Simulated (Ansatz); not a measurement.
Relaxed MoS2 (2H-MoS2 type, space group P6_3/mmc):

```xyz
6
Lattice="3.1494 0.0000 0.0000 -1.5747 2.7275 0.0000 0.0000 0.0000 12.0915" Properties=species:S:1:pos:R:3 pbc="T T T"
Mo     0.0000     1.8183     3.0229
Mo     1.5747     0.9092     9.0686
S      0.0000     1.8183     7.5028
S      1.5747     0.9092     1.4571
S      1.5747     0.9092     4.5887
S      0.0000     1.8183    10.6345
```

In this cell atom 6 (S, nearest neighbour Mo at 2.400 Å; its periodic images, 3.1 Å or more away, move with it) is moved by s along Cartesian z, unit vector (0.000, 0.000, 1.000); all other atoms and the cell stay fixed.

All values below come from PBE-D3(BJ) (plane waves to 420 eV, PAW, scalar-relativistic; Ansatz, a first-principles code). k mesh 10×10×3 (Γ-centred), Fermi-Dirac smearing 0.05 eV. The energy includes the smearing's −TS. As the smearing reaches across the gap at some points, energies and forces of such displacements shift with the k mesh and the smearing. MoS2 is run without spin polarisation. MoS2 was relaxed with its symmetry unable to fall. The PAW data are Ansatz's earlier set. ΔE is measured from the undisplaced structure. The last digit holds for this mesh only.

```csv
s (Å),ΔE (meV/cell)
-0.720,withheld
-0.576,3582.3
-0.432,2026.2
-0.288,880.1
-0.144,201.7
0.000,0.0
0.144,162.4
0.288,577.1
0.432,1148.0
0.576,1797.9
0.720,2467.4
```

**Question.** Fit a polynomial form (powers 2, 3, 4) to the given rows and predict ΔE at s = -0.720.

**Answer.** Least squares on the 10 given rows: ΔE = (8519)·s² + (-4689)·s³ + (-841.4)·s⁴, in meV/cell with s in Å; root-mean-square residual 42.73 meV/cell. At -0.720 the fit gives 5940.3 meV/cell; the calculation gives 5484.8 meV/cell, so the extrapolation is off by 455.5 (+8.3 %). The quadratic term alone would give 4416.2 meV/cell.

(A displaced cell: forces are minus the slopes of the energy, force constants its curvatures, and phonons follow from these.)
